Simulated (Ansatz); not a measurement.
Theory: DFT, LDA (PW92), plane waves (420 eV) with PAW, scalar-relativistic in Ansatz. The PAW files were generated under PBE, with cores re-solved for the functional.

An element in the omega (AlB2-type) structure gives this curve. The cell is scaled uniformly from the relaxed one, with fractional coordinates and shape fixed. Energies are extrapolated to zero smearing, pressures are those at the given smearing. Magnetic state: spin not included.

| V (Å³/atom) | E − E₀ (meV/atom) | P (GPa) |
| --- | --- | --- |
| 19.676 | 68.1 | 9.24 |
| 20.571 | 27.8 | 5.63 |
| 21.465 | 6.1 | 2.57 |
| 22.359 | 0.0 | -0.01 |
| 23.254 | 7.3 | -2.19 |
| 24.148 | 25.8 | -4.04 |
| 25.043 | 53.8 | -5.59 |

Problem. Which element is it?
A. lutetium
B. scandium
C. selenium
D. antimony

Solution. B. Its fit is V₀ = 22.29 Å³/atom, B₀ = 60 GPa, B₀′ = 3.2.
